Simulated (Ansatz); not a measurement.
**CaMg: axial (c/a) deformation path**

Computed with Ansatz, DFT LDA, scalar-relativistic, plane waves, PAW. Settings: plane waves to 420 eV, k-mesh 18×18×10 (Γ-centred), Gaussian smearing 0.15 eV. No spin polarisation. Energies are free energies at this smearing, counted from the undisturbed cell; pressure is positive in compression.

Zero of the scan (as given, not relaxed at this level; it stands at -1.8 GPa, and it needn't be the usual structure):

```
Ca Mg
1.0
     3.66812    0.00000    0.00000
    -1.83406    3.17668    0.00000
     0.00000    0.00000    5.62230
Ca Mg
1 1
Cartesian
  3.6681 0.0000 2.8111
  1.8341 1.0589 0.0000
```

At fixed volume and fractional coordinates, lengths along (0.000, 0.000, 1.000) are scaled against those across it; ρ is that ratio over its starting value. The cell is metallic on the mesh throughout.

```tsv
ρ	ΔE (meV/atom)
0.800	43.9
0.850	22.3
0.920	3.0
0.960	-1.0
1.000	0.0
1.050	9.9
1.100	28.8
1.200	90.4
1.300	174.7
```

Task: Predict the pressure (GPa) at each point.

Result:
```tsv
ρ	pressure (GPa)
0.800	-0.8
0.850	-1.1
0.920	-1.5
0.960	-1.6
1.000	-1.8
1.050	-1.9
1.100	-1.9
1.200	-1.7
1.300	-1.2
```